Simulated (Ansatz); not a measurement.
Data:

VO2:
```xyz
12
Lattice="-4.1716 4.1716 1.8824 4.1716 -4.1716 1.8824 4.1716 4.1716 -1.8824" Properties=species:S:1:pos:R:3 pbc="T T T"
V      0.0000     5.8701     0.0000
V      0.0000     2.4732     0.0000
V      2.4732     0.0000     0.0000
V      5.8701     0.0000     0.0000
O      0.0000     2.8905     1.8824
O      4.1716     1.2811     0.0000
O      1.2811     4.1716     0.0000
O      2.8905     0.0000     1.8824
O      2.8577    -2.8577     1.8824
O     -2.8577     2.8577     1.8824
O      2.8577     2.8577     1.8824
O      1.3139     1.3139     0.0000
```
The run is spin-polarised; directions of the spins, atom by atom: ↑ ↑ ↑ ↑ 0 0 0 0 0 0 0 0.

This is the PBEsol-relaxed structure.

Problem. All from PBEsol (plane waves, PAW; program Ansatz), unless another level is named. Predict the electronic character.

Solution. metallic (no gap).

Problem. Give the density of states at the Fermi level.

Solution. 0.49 states/eV per atom (mean over ±0.08 eV).

Problem. And the formation energy from the elements (no fitted shifts)?

Solution. -2.38 eV/atom.

Space group I4/mmm. The first step of the workflow began from a Materials Project structure, measured or hypothetical; the Crystallography Open Database copy checked does not list it. COD files the formula under space group No. 10, 12, 14, 136. Whether it is the stable phase at ambient conditions was not checked. Symmetry was held in the PBEsol relaxation; its stability against distortions is not shown here. Magnetic state: ferromagnetic, chosen from 3 collinear starts compared on coarse meshes (ties went to the first, and starts can fall back to one state), not a proven ground state. No Hubbard U is applied. The compound may be a true metal, but semilocal functionals without U, or a wrong spin order, can also close a gap. The references are the lowest solids computed at this level, not always the standard phases (solids in place of the gases).

Potentials: the earlier of the program's two PAW sets. The files were generated under PBE; for other functionals the program regenerates the frozen cores, and for LDA and PBEsol the local potential too.
